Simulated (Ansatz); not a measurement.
Consider the following.

LaBPd$_{3}$:
```cif
data_BLaPd3
_chemical_formula_sum 'B1 Pd3 La1'
_space_group_name_H-M_alt 'P 1'
_space_group_IT_number 1
_cell_length_a 4.34787
_cell_length_b 4.34787
_cell_length_c 4.34787
_cell_angle_alpha 90.000
_cell_angle_beta 90.000
_cell_angle_gamma 90.000
loop_
_space_group_symop_operation_xyz
  'x, y, z'
loop_
_atom_site_label
_atom_site_type_symbol
_atom_site_fract_x
_atom_site_fract_y
_atom_site_fract_z
_atom_site_occupancy
B1 B 0.50000 0.50000 0.50000 1
Pd1 Pd 0.00000 0.50000 0.50000 1
Pd2 Pd 0.50000 0.00000 0.50000 1
Pd3 Pd 0.50000 0.50000 0.00000 1
La1 La 0.00000 0.00000 0.00000 1
```

This is the PBEsol-relaxed structure.

### Question
All from DFT-PBEsol in the program Ansatz with PAW potentials, unless another level is named. Predict the highest zone-centre frequency.

### Answer
433 cm⁻¹.

### Question
Predict the bulk modulus (Birch–Murnaghan fit).

### Answer
144 GPa.

Space group Pm-3m (cubic perovskite). The workflow started from an entry of the Crystallography Open Database (COD). Whether it is the stable phase at ambient conditions was not checked. The PBEsol relaxation kept the symmetry of its start. At this level the phase is dynamically unstable (imaginary phonons). The run is not spin-polarised. As this level gives no gap, phonon frequencies hold no LO–TO term and depend on the k-mesh and smearing (Fermi–Dirac, 0.1 eV here). Spin–orbit coupling is left out wherever it is not named.

Potentials: the later of the program's two PAW sets.
